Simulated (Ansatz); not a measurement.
ScAg₃ (Cu3Au type, space group No. 221), plane-wave PAW PBEsol (Ansatz code), all energies at zero smearing, with the estimated change up to a 700 eV cutoff added, with one set of potentials and settings (totals compare only within such a set). Cell of 4 atoms (3 Ag, 1 Sc): -24678.537 eV.

| element | reference phase | E (eV/atom) |
|---|---|---|
| Ag | P6_3/mmc, 4 atoms in the cell | -7522.2452 |
| Sc | P6_3/mmc, 2 atoms in the cell | -2111.3699 |

Formation energy per atom, worked out: (-24678.537 − 3×(-7522.2452) − 1×(-2111.3699))/4 = -0.108 eV/atom (-10 kJ per mol of atoms), at 0 K, without zero-point energy or fitted corrections.

Space group Pm-3m (Cu3Au type). The start of the workflow was typed in or built on a structure type; neither database checked (COD, Materials Project) lists it. Its standing as an ambient phase is unchecked. Symmetry was held in the PBEsol relaxation; whether a distortion lowers the energy is not shown. No spin polarisation was allowed. The references are the lowest solids computed at this level, not always the standard phases.

Potentials: the later of the program's two PAW sets.
